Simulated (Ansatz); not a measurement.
# MgSn3S6 (P-31m) at 2 levels of theory

One geometry, relaxed with PBE; plane waves with PAW potentials in Ansatz, scalar-relativistic. No spin polarisation. Gaps are the least over mesh and band path; pressure is positive in compression.

```xyz
10
Lattice="6.4728 0.0000 0.0000 -3.2364 5.6057 0.0000 0.0000 0.0000 6.7949" Properties=species:S:1:pos:R:3 pbc="T T T"
Mg    0.0000    0.0000    0.0000
Sn    0.0000    3.7371    0.0000
Sn    3.2364    1.8686    0.0000
Sn    0.0000    0.0000    3.3975
S     2.1943    0.0000    1.4606
S    -1.0971    1.9003    1.4606
S     2.1393    3.7054    1.4606
S    -2.1393    3.7054    5.3343
S     4.2786    0.0000    5.3343
S     1.0971    1.9003    5.3343
```

| level | cutoff (eV) | k mesh | gap (eV) | pressure (GPa) |
| --- | --- | --- | --- | --- |
| PBE | 420 | 6×6×6 | 0.23 | 0.0 |

Task: What comes out on the same cell with LDA?

Result:
```tsv
level	cutoff (eV)	k mesh	gap (eV)	pressure (GPa)
LDA	420	6×6×6	0.11	-4.0
```

It was reached by relaxing an invented guess, and it needn't be the stable form of this composition.
